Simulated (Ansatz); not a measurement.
Ta (bcc (W type)), relaxed with PBE (Ansatz, an electronic-structure program, plane waves, PAW): a = b = c = 3.319 Å, α = β = γ = 90.00°.

```
Quantity              Value
--------------------  -----
B₀ by P(V) fit (GPa)    196
```

Q: The same phase is relaxed and computed with PBEsol in the same code. What are the cell and these values now?

A: a = b = c = 3.2814 Å, α = β = γ = 90.00°.

- B₀ by P(V) fit (GPa) = 210

All cells were relaxed under the symmetry of their starts (and spin orders); stability against distortions was not tested throughout. Rows with no word on spin ran without spin polarisation. Scalar-relativistic: spin–orbit coupling is off unless named, which matters more the heavier the elements.

Potentials: the earlier of the program's two PAW sets.

Ansatz is a plane-wave DFT program.
